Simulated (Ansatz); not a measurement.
# Hg under compression and expansion

```
Hg
1.0
     4.54000    0.00000    0.00000
    -2.27000    3.93176    0.00000
     0.00000    0.00000    3.87000
Hg
3
Cartesian
  0.0000 2.6212 1.9350
  0.0000 0.0000 0.0000
  2.2700 1.3106 1.9350
```

The conventional cell has a = 4.540 Å, b = 4.540 Å, c = 3.870 Å, α = 90.00°, β = 90.00°, γ = 120.00°. Hg (atom 1) is surrounded by 3 Hg at 2.62 Å. Hg (atom 2) has 12 Hg at 3.26 Å as nearest neighbours.

The geometry is COD entry 1538509, unchecked; take it as a test cell.

Spin–orbit coupling is left out, though it moves levels of the heavy atoms by tenths of an eV or more.

All numbers are computed: DFT, PBEsol, all-electron LAPW, scalar-relativistic (Ansatz 0.2.0); DFT, PBEsol, PAW with Ansatz's default frozen-core files, scalar-relativistic (Ansatz 0.2.0).

For LAPW: a Γ-centred 8×8×9 k mesh, Fermi–Dirac smearing of 0.05 eV, basis error target 0.5 meV/atom, no spin polarisation. PAW takes a cutoff of 420 eV at this cell (files made with PBE, cores remade for this functional). The Ansatz runs share mesh, smearing and spin set-up. Plane-wave (PAW) pressures include the program's estimate of the Pulay term.

The cell above is scaled evenly, with fractional coordinates and shape held.

```tsv
V/V(cell)	V (Å³/atom)	P, LAPW (GPa)	P, PAW (GPa)
0.9400	21.645	13.70	13.69
0.9600	22.106	11.49	11.49
0.9800	22.566	9.53	9.53
0.9900	22.796	8.63	8.63
1.0000	23.027	7.78	7.78
1.0100	23.257	6.99	6.98
1.0200	23.487	6.26	6.25
1.0400	23.948	5.03	5.03
1.0600	24.408	4.09	4.09
```
